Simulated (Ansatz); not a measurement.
### Question
Name crystals whose computed values (PBE (plane waves, PAW; program Ansatz)) fall in these windows: HSE06 gap (eV) 2.8 to 3.9; ε0 5.9 to 7.3.

### Answer


```tsv
crystal	HSE06 gap (eV)	ε0
K2S, anti-fluorite	3.24	6.39
```
Others may fit too.

The cell was relaxed under the symmetry of its start.

Potentials: the later of the program's two PAW sets.
